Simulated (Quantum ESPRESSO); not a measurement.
For atom 5 (O) of SiO2 in P4₁2₁2, the PAW reconstruction of the field gradient on a scalar-relativistic PBE ground state (a modified build of Quantum ESPRESSO, JTH datasets) gives this field-gradient tensor in Cartesian axes (atomic units, 1 a.u. = 9.7174×10²¹ V/m²):

```
 0.5309   0.2037  -0.5814
 0.2037  -0.5338  -0.1594
-0.5814  -0.1594   0.0029
```

The cell was made here from a computed Materials Project entry: strained by -2 % along the unique axis and by +1 % across it, atoms relaxed (PBE without dispersion, pw.x of Quantum ESPRESSO, symmetry kept). The parent is SiO2 in P4₁2₁2. Stability against distortions was not tested.  Cores are frozen. Against all-electron runs on small test molecules, this scheme's |Vzz| missed by −6 % on Si, −2 to +6 % on O.

Q: Find the principal values, η_Q, |C_Q|, ν_Q and P_Q for ¹⁷O (I = 5/2, |Q| = 0.0256 barn), and the second-order MAS shift at 11.7 T.

A: Eigenvalues (principal values) by size: Vxx = -0.3690, Vyy = -0.5811, Vzz = 0.9501 a.u. (they sum to zero).
η_Q = (Vxx − Vyy)/Vzz = 0.22.
|C_Q| = 234.96 MHz × |Q|/barn × |Vzz|/a.u. = 234.96 × 0.0256 × 0.9501 = 5.72 MHz.
Quadrupole frequency ν_Q = 3C_Q/[2I(2I − 1)] = 0.857 MHz, and P_Q = C_Q(1 + η²/3)^½ = 5.76 MHz.
At 11.7 T the Larmor frequency is ν0 = 67.6 MHz, and the second-order shift of the central transition's centre of gravity under MAS is −(3/40)(P_Q/ν0)²[I(I + 1) − 3/4]/[I²(2I − 1)²] × 10⁶ = -43.6 ppm.
